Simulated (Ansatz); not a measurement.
## Magnetic orders of ZnCo₃

Level of theory: DFT PBEsol, scalar-relativistic, plane waves, PAW in Ansatz 0.2.0.

```yaml
crystal:
  lattice:
    - [-1.78532, 1.78532, 3.58352]
    - [1.78532, -1.78532, 3.58352]
    - [1.78532, 1.78532, -3.58352]
  atoms:
    - { symbol: Zn, position: [0.00000, 0.00000, 0.00000] }
    - { symbol: Co, position: [0.75000, 0.25000, 0.50000] }
    - { symbol: Co, position: [0.25000, 0.75000, 0.50000] }
    - { symbol: Co, position: [0.50000, 0.50000, 0.00000] }
```

| Quantity | Value |
| --- | --- |
| plane-wave cutoff | 420 eV |
| Γ-centred k-mesh | 16×16×16 |
| occupation rule | Gaussian smearing, 0.1 eV |
| list of starting moments (μB, in atom order) | 0 3 3 3 |
| check for lower electronic states after the SCF | off |

All runs keep this geometry, which isn't relaxed for the lowest state (largest force there 0.000 eV/Å, pressure -7.6 GPa; forces reach 0.19 eV/Å in another state) and needn't be a stable compound; relaxing each order would shift the differences by some 43 meV/atom, going by the pressures and a bulk modulus of about 150 GPa. Signs run over the atoms with starting moments. A propagation vector, in units of the reciprocal vectors, doubles the cell, which takes an equally dense mesh. The large starts are 0 4.5 4.5 4.5 μB. The small starts are 0 0.5 0.5 0.5 μB. Site moments are spin moments in atom-centred spheres that scale with the neighbour distance. The states are those that the runs reached from these starts; a lower one can exist.

| start | ends | energy above lowest (meV/atom) | site moments (μB) | gap on mesh (eV) | P (GPa) |
| --- | --- | --- | --- | --- | --- |
| no spin | non-magnetic | 101 | none over 0.05 | metal | -15.5 |
| ferromagnetic | ferromagnetic | 0.00 | Co +1.53 (×2), Co +1.67 | metal | -7.6 |
| large parallel starting moments | ferromagnetic | 0.00 | Co +1.53 (×2), Co +1.67 | metal | -7.6 |
| ferrimagnetic in the cell, signs ++- | ferromagnetic | 0.00 | Co +1.53 (×2), Co +1.67 | metal | -7.6 |
| ferrimagnetic in the cell, signs +-+ | ferromagnetic | 0.00 | Co +1.53 (×2), Co +1.67 | metal | -7.6 |
| antiferromagnetic, doubled cell, propagation vector (0, 0, 1/2) | antiferromagnetic | 82.4 | Co +1.16 (×2), Co +0.45, Co -1.16 (×2), Co -0.45 | metal | -12.1 |
| antiferromagnetic, doubled cell, propagation vector (1/2, 1/2, 1/2) | antiferromagnetic | 61.5 | Co +1.38 (×2), Co -1.38 (×2) | metal | -11.4 |
| small parallel starting moments | ferromagnetic | 0.00 | Co +1.53 (×2), Co +1.67 | metal | -7.6 |

1 further run of this set didn't finish or converge.

Cost: 8 runs of about 17 core-minutes in all, on AMD EPYC 9R45 (Zen 5) (shared hosts).